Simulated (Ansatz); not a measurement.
MgFI as a Janus 1T monolayer, relaxed with r2SCAN. In-plane lattice: a = 3.714 Å, b = 3.714 Å, γ = 120.0°; thickness between the outer nuclei 2.60 Å. Around Mg lie 3 F at 2.28 Å and 3 I at 2.81 Å; around F lie 3 Mg at 2.28 Å; around I lie 3 Mg at 2.81 Å.

```cif
data_structure
_symmetry_space_group_name_H-M 'P 1'
_symmetry_Int_Tables_number 1
_cell_length_a 3.7136
_cell_length_b 3.7136
_cell_length_c 29.2555
_cell_angle_alpha 90.000
_cell_angle_beta 90.000
_cell_angle_gamma 120.000
_cell_volume 349.41
loop_
_atom_site_label
_atom_site_type_symbol
_atom_site_fract_x
_atom_site_fract_y
_atom_site_fract_z
_atom_site_occupancy
Mg1 Mg 0.00000 0.00000 0.31949 1
F1 F 0.33333 0.66667 0.34609 1
I1 I 0.66667 0.33333 0.25732 1
```
Periodic in the plane only; c spans the vacuum.

4 runs of the plane-wave code Ansatz on this cell differ in the functional (and in the settings that go with it). Levels are in eV from each run's valence top; v1 is the last filled band, c1 the first empty one.

Run A, mean stress +0.5 N/m (compression positive):
```tsv
point	v4	v3	v2	v1	c1	c2
Γ	-5.29	-3.29	0.00	0.00	1.50	3.89
M	-5.35	-4.12	-2.22	-1.14	3.31	4.99
K	-5.18	-3.68	-3.09	-2.07	4.16	5.52
```

Run B, mean stress -0.2 N/m (compression positive):
```tsv
point	v4	v3	v2	v1	c1	c2
Γ	-6.07	-3.52	0.00	0.00	2.55	4.52
M	-6.05	-4.51	-2.38	-1.21	4.51	6.19
K	-5.95	-3.91	-3.32	-2.22	5.42	6.72
```

Run C, mean stress -0.2 N/m (compression positive):
```tsv
point	v4	v3	v2	v1	c1	c2
Γ	-6.33	-3.59	0.00	0.00	2.39	4.46
M	-6.34	-4.65	-2.39	-1.24	4.30	5.95
K	-6.25	-4.02	-3.41	-2.22	5.22	6.53
```

Run D, mean stress -0.2 N/m (compression positive):
```tsv
point	v4	v3	v2	v1	c1	c2
Γ	-6.39	-3.63	0.00	0.00	3.09	4.91
M	-6.41	-4.71	-2.41	-1.25	5.02	6.66
K	-6.32	-4.08	-3.46	-2.24	5.95	7.25
```

Q: Match the runs to PBE, r2SCANh, HSE06, PBE0.

A: A is PBE, B is r2SCANh, C is HSE06, D is PBE0. In order of the gap: PBE 1.50, HSE06 2.39, r2SCANh 2.55, PBE0 3.09 eV.

The cell comes from a prototype generator: it can be a known phase or a hypothetical one. Spin polarisation is off.

No spin-orbit coupling is included; it can move band edges with weight on the heavy atoms by tenths of an eV.

The stress of a hybrid is loosely converged in these runs.

The meshes of the hybrids are coarse, so their gaps aren't converged to the digits shown.

For some runs the program warns that the potential is rough where the density is thin, which bears on empty states near the vacuum.
